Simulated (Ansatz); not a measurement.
Data:

LiPb:
```cif
data_LiPb
_chemical_formula_sum 'Li1 Pb1'
_space_group_name_H-M_alt 'Pm-3m'
_space_group_IT_number 221
_space_group_name_Hall '-P 4 2 3'
_cell_length_a 3.54481
_cell_length_b 3.54481
_cell_length_c 3.54481
_cell_angle_alpha 90.000
_cell_angle_beta 90.000
_cell_angle_gamma 90.000
loop_
_atom_site_label
_atom_site_type_symbol
_atom_site_symmetry_multiplicity
_atom_site_Wyckoff_symbol
_atom_site_fract_x
_atom_site_fract_y
_atom_site_fract_z
_atom_site_occupancy
Li1 Li 1 a 0.00000 0.00000 0.00000 1
Pb1 Pb 1 b 0.50000 0.50000 0.50000 1
```

This is the r²SCAN-relaxed structure.

Problem. All from the program Ansatz at the r²SCAN level (PAW), unless another level is named. Estimate the formation energy from the elements (no fitted shifts).

Solution. -0.31 eV/atom.

Problem. Next, the density of states at the Fermi level?

Solution. 0.33 states/eV per atom (mean over ±0.08 eV).

The first step of the workflow began from a Materials Project structure, measured or hypothetical; the Crystallography Open Database files this formula in space group No. 221, but the cells were not matched. Whether it is the stable phase at ambient conditions was not checked. Symmetry was held in the r²SCAN relaxation; whether a distortion lowers the energy is not shown. The references are the lowest solids computed at this level, not always the standard phases. Spin–orbit coupling is left out wherever it is not named.

Potentials: the later of the program's two PAW sets.
